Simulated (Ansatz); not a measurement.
CdAu:
```
CELL_PARAMETERS angstrom
      4.83216     0.00000     0.00000
      0.00000     3.16261     0.00000
      0.00000     0.00000     4.91751
ATOMIC_POSITIONS crystal
  Cd 0.25000 0.00000 0.29589
  Cd 0.75000 0.00000 0.70411
  Au 0.25000 0.50000 0.80043
  Au 0.75000 0.50000 0.19957
```

Relaxed with r²SCAN.

Q: Map the electron localisation function on the plane through (0.250, 0.000, 0.296) spanned by u = [0, 1, 0] and v = [0, 0, 1] in lattice vectors, from r²SCAN in the plane-wave PAW code Ansatz.

A: x is the fraction of u, y of v (the angle between them is 90°; rows are the nearest grid lines); atoms in the plane: Cd at (0.00, 0.00), Au at (0.50, 0.50).
```
|@@*=-.     .-=*@@|
|@%*=:       :=*%@|
|**+-:       :-+**|
|==-:.       .:-==|
|-::.    .    .::-|
|.      ...      .|
|    ...:::...    |
|  ...:-----:...  |
|  ..:-=====-:..  |
|  .:-=+++++=-:.  |
|  .:=++***++=:.  |
|  .:=+*#%#*+=:.  |
|  .:=+*#%#*+=:.  |
|  .:-++***++-:.  |
|  ..-=+++++=-..  |
|  ..:-=====-:..  |
|  ...::---::...  |
|    ...:::...    |
|.      ...      .|
|-::.         .::-|
|==-:.       .:-==|
|**+-:       :-+**|
|@%*=:.     .:=*%@|
|@@*=-.     .-=*@@|
```
Scale: ten equal steps from 0.147 (start of ' ') to 0.921 (end of '@'), in the order ' .:-=+*#%@'; x runs from 0.000 to 1.00, y from 0.000 (bottom) to 1.00 (top).

The density is the valence pseudo-density with augmentation charge, so density and ELF within about 1 Å of a nucleus are not all-electron values.

Space group Pmma. The workflow started from an entry of the Crystallography Open Database (COD), which files this formula under 4 space groups. Whether it is the stable phase at ambient conditions was not checked. The cell was relaxed with r²SCAN under the symmetry of its start; its stability against distortions is not shown here. Spin–orbit coupling is left out wherever it is not named.

Potentials: the later of the program's two PAW sets.
